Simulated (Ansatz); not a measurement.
Vibrational response of V$_{3}$MoS$_{8}$

Level of theory: Ansatz 0.2.0, DFT PBE, scalar-relativistic, plane waves, PAW. Plane waves to 420 eV; Γ-centred k mesh 12×12×2; Gaussian smearing of 0.20 eV. Collinear spin, site moments 0.7, 0.7, 0.7, 0.0, 0.0, 0.0, 0.0, 0.0, 0.0, 0.0, 0.0, 0.0 μB. Phonons by linear response, acoustic sum rule imposed.

Equilibrium structure at this level:
```
CELL_PARAMETERS angstrom
3.18120 0.00000 0.00000
-1.59060 2.75500 0.00000
0.00000 0.00000 27.64492
ATOMIC_POSITIONS crystal
V 0.33333 0.66667 0.75369
V 0.33333 0.66667 0.24631
V 0.66667 0.33333 0.00000
Mo 0.66667 0.33333 0.50000
S 0.33333 0.66667 0.94626
S 0.33333 0.66667 0.44345
S 0.66667 0.33333 0.69992
S 0.66667 0.33333 0.19260
S 0.33333 0.66667 0.05374
S 0.33333 0.66667 0.55655
S 0.66667 0.33333 0.80740
S 0.66667 0.33333 0.30008
```

The structure comes from a generated guess, relaxed at this level; another structure or a mixture of phases may lie lower. In a metal, frequencies depend on the k mesh and the smearing, soft modes most. No dispersion correction is applied, so modes and constants that involve weak contacts between layers, chains or molecules come out too soft.

Optical modes at Γ:
```tsv
frequency (cm⁻¹)	degeneracy
5	2
6	2
8	2
9	1
10	1
14	1
199	2
199	4
276	2
346	2
346	4
362	1
363	1
364	1
374	2
395	1
411	1
412	1
413	1
456	1
```

All 33 optical modes at Γ are real: no displacement of atoms at fixed cell lowers the energy to second order. Strains and modes at other wave vectors aren't tested by this run.
